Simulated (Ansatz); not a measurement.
Hf$_{2}$N:
```
CELL_PARAMETERS angstrom
      5.32674     0.00000     0.00000
      0.00000     5.32674     0.00000
      0.00000     0.00000     3.24796
ATOMIC_POSITIONS crystal
  Hf 0.29535 0.29535 0.00000
  Hf 0.70465 0.70465 0.00000
  Hf 0.20465 0.79535 0.50000
  Hf 0.79535 0.20465 0.50000
  N  0.00000 0.00000 0.00000
  N  0.50000 0.50000 0.50000
```

Relaxed with r²SCAN. Special points in fractions of this cell's reciprocal vectors: Γ (0.000, 0.000, 0.000); X (0.000, 0.500, 0.000); M (0.500, 0.500, 0.000); Z (0.000, 0.000, 0.500); R (0.000, 0.500, 0.500); A (0.500, 0.500, 0.500).

**Question.** List the band energies nearest the Fermi level at these points for the program Ansatz at the r²SCAN level (PAW).

**Answer.** In eV from the Fermi level; about four levels below and three above (degenerate sets whole), none deeper than 8.9 eV; points with the same levels are listed once.

```
k                          below                above
-  -----------------------------  -------------------
Γ  -4.79 -4.79 -3.74 -2.25 -0.45       0.98 1.12 1.12
X        -2.71 -2.71 -1.13 -1.13  1.42 1.42 2.01 2.01
M        -2.00 -2.00 -1.46 -1.46  1.04 1.04 1.62 1.62
Z        -1.36 -1.36 -1.35 -1.35  2.27 2.27 3.87 3.87
R        -1.32 -1.32 -1.10 -1.10  1.82 1.82 4.01 4.01
A        -0.78 -0.78 -0.77 -0.77  1.29 1.29 2.94 2.94
```

Space group P4_2/mnm (anti-rutile). The first step of the workflow began from a Materials Project structure, measured or hypothetical; the Crystallography Open Database copy checked does not list it. Its standing as an ambient phase is unchecked. Symmetry was held in the r²SCAN relaxation; its stability against distortions is not shown here. No spin polarisation was allowed. Spin–orbit coupling is left out wherever it is not named.

Potentials: the earlier of the program's two PAW sets.
